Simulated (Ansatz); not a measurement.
Values for one crystal, relaxed and computed with plane-wave PAW PBE (Ansatz code); other levels are named.

```yaml
volume_per_atom: 10.28 Å³
electronic_character: metallic (no gap)
Bulk modulus (Birch–Murnaghan fit): 246 GPa
Density of states at the Fermi level: 0.93 states/eV per atom (mean over ±0.08 eV)
Formation energy from the elements (no fitted shifts): -0.29 eV/atom
Pressure derivative B′: 5.5
```

**Question.** Which compound is it?
(A) Mn3SiN, anti-perovskite
(B) PSi31, I-43m (Pearson symbol cI64)
(C) K4Si23, I-43m (Pearson symbol cI54)
(D) Si2W, Cmcm (Si on 4c, Si on 4c, W on 4c)

**Answer.** A, Mn3SiN, anti-perovskite

Space group Pm-3m (anti-perovskite). The start of the workflow was typed in or built on a structure type; neither database checked (COD, Materials Project) lists it. Its standing as an ambient phase is unchecked. The PBE relaxation kept the symmetry of its start; its stability against distortions is not shown here. The final state is ferromagnetic, chosen from 4 collinear starts compared on coarse meshes (ties went to the first, and starts can fall back to one state), not a proven ground state. The volume moved by -16 % from the start of the relaxation. No Hubbard U is applied. The references are the lowest solids computed at this level, not always the standard phases (solids in place of the gases).

Potentials: the later of the program's two PAW sets.
